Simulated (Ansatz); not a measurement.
Ta:
```xyz
1
Lattice="0.0000 2.0705 2.0705 2.0705 0.0000 2.0705 2.0705 2.0705 0.0000" Properties=species:S:1:pos:R:3 pbc="T T T"
Ta     0.0000     0.0000     0.0000
```

Relaxed with LDA. Special points in fractions of this cell's reciprocal vectors: Γ (0.000, 0.000, 0.000); X (0.500, 0.000, 0.500); U (0.625, 0.250, 0.625); K (0.375, 0.375, 0.750); L (0.500, 0.500, 0.500); W (0.500, 0.250, 0.750).

Q: List the band energies nearest the Fermi level at these points for plane-wave PAW LDA (Ansatz code).

A: In eV from the Fermi level; about four levels below and three above (degenerate sets whole), none deeper than 8.9 eV; … stands for higher levels left out; points with the same levels are listed once.

| k | below | above |
|---|---|---|
| Γ | -8.32 | 0.37 0.37 0.37 |
| X | -4.72 -3.64 | 3.33 6.10 … |
| U | -3.57 -2.47 | 0.59 3.52 … |
| L | -4.86 | 0.11 0.11 1.01 |
| W | -2.97 -1.21 -1.21 | 2.01 … |

Space group Fm-3m (fcc (Cu type)). The workflow started from a Materials Project entry (that database holds measured and hypothetical structures alike); the Crystallography Open Database files this formula in space group No. 225, but the cells were not matched. It is not the phase usual at ambient conditions (space group No. 229). The cell was relaxed with LDA under the symmetry of its start. At this level the phase is mechanically unstable. The run is not spin-polarised. Spin–orbit coupling is left out wherever it is not named.

Potentials: the earlier of the program's two PAW sets. The files were generated under PBE; for other functionals the program regenerates the frozen cores, and for LDA and PBEsol the local potential too.
